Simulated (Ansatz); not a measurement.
## LiCl (Fm-3m): G0W0 and the choice of datasets

```
CELL_PARAMETERS angstrom
0.00000 2.57000 2.57000
2.57000 0.00000 2.57000
2.57000 2.57000 0.00000
ATOMIC_POSITIONS crystal
Li 0.00000 0.00000 0.00000
Cl 0.50000 0.50000 0.50000
```

Held fixed (Ansatz):

| Property | Result |
| --- | --- |
| orbitals | PBE |
| k mesh | 6×6×6 |
| empty bands | 337 |
| response cutoff | 180 eV |
| frequencies | plasmon pole, fitted at the program's default frequency |
| q → 0 term | analytic weight of Carrier, Rohra and Görling |
| points solved | Γ, L, X |
| band sums | cut at the band count |

The gap is read direct at Γ, linearised, between the Kohn-Sham band edges among the points solved. The direct gap is read between the top filled and lowest empty Kohn-Sham band at Γ. ε∞ is the electronic dielectric constant on this mesh.

Taking hard PAW, 700 eV as the reference, which of the others (hand-made PAW, 780 eV; soft PAW (1st gen.), 420 eV; norm-conserving, 1034.03 eV) gives the gap farthest from it?

Farthest from hard PAW, 700 eV in the G0W0 gap: norm-conserving, 1034.03 eV (+0.20 eV). The nearest differs by 0.002 eV.

```csv
"datasets, wave cutoff",KS gap (eV),G0W0 gap (eV),direct at Γ (eV),ε∞
"hard PAW, 700 eV",6.29,8.80,8.80,2.8
"hand-made PAW, 780 eV",6.29,8.80,8.80,2.8
"soft PAW (1st gen.), 420 eV",6.30,8.80,8.80,2.8
"norm-conserving, 1034.03 eV",6.29,9.01,9.01,2.8
```

Soft PAW datasets can miss an all-electron G0W0 gap by more than 5 %. With norm-conserving pseudopotentials the core–valence exchange is only approximate, which can shift gaps by tenths of an eV and RPA lattice constants by most of a per cent. Band sums or response are cut, so the gap isn't at its basis limit.
